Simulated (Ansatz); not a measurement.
**Magnetic orders of MnSn₂**

The calculation used Ansatz, DFT r2SCAN, scalar-relativistic, plane waves, PAW.

```
Mn Sn
1.0
    -3.32300    3.32300    2.71250
     3.32300   -3.32300    2.71250
     3.32300    3.32300   -2.71250
Mn Sn
2 4
Direct
  0.75000 0.75000 0.00000
  0.25000 0.25000 0.00000
  0.15900 0.65900 0.81800
  0.65900 0.84100 0.50000
  0.84100 0.34100 0.18200
  0.34100 0.15900 0.50000
```

```
plane-wave cutoff                               : 500 eV
Γ-centred k-mesh                                : 8×8×8
occupation rule                                 : Gaussian smearing, 0.1 eV
list of starting moments (μB, in atom order)    : 4 4 0 0 0 0
check for lower electronic states after the SCF : off
```

All runs keep this geometry, which isn't relaxed for the lowest state (largest force there 0.333 eV/Å, pressure 1.7 GPa); relaxing each order would shift the differences by some 29 meV/atom, going by the pressures and a bulk modulus of about 150 GPa. Signs run over the atoms with starting moments. The large starts are 5 5 0 0 0 0 μB. The small starts are 0.5 0.5 0 0 0 0 μB. r2SCAN tends to overstate moments in metals. Site moments are spin moments in atom-centred spheres that scale with the neighbour distance. The states are those that the runs reached from these starts; a lower one can exist.

Starts tried: no spin; ferromagnetic; large parallel starting moments; antiferromagnetic in the cell, signs +-; small parallel starting moments. Which state comes out lowest, and what are the moments?

The lowest state is ferromagnetic, reached from the start “ferromagnetic” and the start “large parallel starting moments” and the start “small parallel starting moments”, with site moments (μB) Mn +3.20 (×2), Sn -0.12 (×4).

| start | ends | energy above lowest (meV/atom) | site moments (μB) | gap on mesh (eV) | P (GPa) |
| --- | --- | --- | --- | --- | --- |
| no spin | non-magnetic | 349 | none over 0.05 | metal | -8.5 |
| ferromagnetic | ferromagnetic | 0.00 | Mn +3.20 (×2), Sn -0.12 (×4) | metal | 1.7 |
| large parallel starting moments | ferromagnetic | 0.00 | Mn +3.20 (×2), Sn -0.12 (×4) | metal | 1.7 |
| antiferromagnetic in the cell, signs +- | antiferromagnetic | 3.57 | Mn +3.49, Mn -3.49 | metal | 4.6 |
| small parallel starting moments | ferromagnetic | 0.00 | Mn +3.20 (×2), Sn -0.12 (×4) | metal | 1.7 |

Cost: 5 runs of about 21 core-minutes in all, on Arm Neoverse V1 (shared hosts).